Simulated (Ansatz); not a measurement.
**Convergence of MgMo**

```
Mg Mo
1.0
     1.40785   -0.81282    4.87623
     0.00000    1.62565    4.87623
    -1.40785   -0.81282    4.87623
Mg Mo
1 1
Cartesian
  0.0000 0.0000 0.0000
  0.0000 0.0000 7.3143
```

Atoms are numbered in the order listed.

The cell was built from the L11 type and relaxed in the same program, and has space group R-3m; it needn't be a known or the stable phase.

Computed with Ansatz 0.2.0, DFT, PBEsol, PAW with Ansatz's default frozen-core files, scalar-relativistic.

Settings: a Γ-centred 13×13×13 k mesh, Fermi–Dirac smearing of 0.03 eV, cutoff 420 eV, no spin polarisation; the PAW files were made with PBE, and the program remakes their frozen cores for this functional. One setting is then changed at a time.

```json
{"k mesh": "13×13×13 (base)", "free energy less the base's (meV/atom)": "0.0", "P (GPa)": "0.00", "Vzz Mo2 (10²¹ V/m²)": "12.06"}
{"k mesh": "4×4×4", "free energy less the base's (meV/atom)": "33.6", "P (GPa)": "1.41", "Vzz Mo2 (10²¹ V/m²)": "11.65"}
{"k mesh": "6×6×6", "free energy less the base's (meV/atom)": "?", "P (GPa)": "0.44", "Vzz Mo2 (10²¹ V/m²)": "11.04"}
{"k mesh": "10×10×10", "free energy less the base's (meV/atom)": "2.6", "P (GPa)": "-0.14", "Vzz Mo2 (10²¹ V/m²)": "10.63"}
{"k mesh": "18×18×18", "free energy less the base's (meV/atom)": "-5.6", "P (GPa)": "-0.12", "Vzz Mo2 (10²¹ V/m²)": "?"}
```

Task: What belongs in the row "18×18×18", column "Vzz Mo2 (10²¹ V/m²)"?

Result: 11.75.

Task: What belongs in the row "6×6×6", column "free energy less the base's (meV/atom)"?

Result: 42.4.
